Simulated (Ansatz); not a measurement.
The cell is a free-standing Janus 2H monolayer of SnOSe; cell and atoms were relaxed with r2SCAN. The sheet's in-plane cell has a = 3.413 Å, b = 3.413 Å (γ = 120.0°), and its outermost atoms lie 2.88 Å apart along the normal. Around Sn lie 3 O at 2.22 Å and 3 Se at 2.71 Å; around O lie 3 Sn at 2.22 Å; around Se lie 3 Sn at 2.71 Å.

```xyz
3
Lattice="3.4132 0.0000 0.0000 -1.7066 2.9559 0.0000 0.0000 0.0000 29.7092" Properties=species:S:1:pos:R:3 pbc="T T F"
Sn    0.0000    1.9706    9.2790
O     1.7066    0.9853   10.2985
Se    1.7066    0.9853    7.4225
```
The sheet repeats along a and b alone.

The questions ask for values computed with Ansatz 0.2.0 on this geometry. Non-magnetic throughout. Whether this structure exists isn't addressed.

Q: What gap does PBE give, and where are the band edges?

A: With PBE the bands overlap by 0.44 eV (counted from 1, band 18 peaks at Γ and band 19 bottoms out at K–Γ (0.75 of the way from K)): no gap.

Q: What does LDA give for the gap (12×12×1 mesh)?

A: LDA gives no gap: the lowest nominally empty band dips 0.44 eV below the top of the last filled one (its bottom at K–Γ (0.75 of the way from K), the top at Γ), so the cell is a metal or semimetal at this level.

Q: What does PBE+SOC give for the gap (12×12×1 mesh)?

A: PBE+SOC gives no gap: the lowest nominally empty band dips 0.26 eV below the top of the last filled one (its bottom at K–Γ (0.75 of the way from K), the top at Γ), so the cell is a metal or semimetal at this level.

Q: How does the gap change from PBE to HSE06+SOC (6×6×1)?

A: The HSE06+SOC gap is indirect, 0.04 eV (Γ to K–Γ (0.75 of the way from K)), below the direct gap of 0.30 eV at K–Γ (0.75 of the way from K). (With 0.02 eV of smearing so small a gap leaves both edges partly filled, and it could close between the points sampled.)

Only the levels marked +SOC include spin-orbit coupling.

Where an edge lies off the special points, it is a point of the mesh or the k point where a search put PBE's edge or least direct gap, reused for the other functionals, whose own edges may lie a little apart; PBE's own value is read along its path and can be a few hundredths of an eV high.

The meshes of the hybrids are coarse, so their gaps aren't converged to the digits shown.
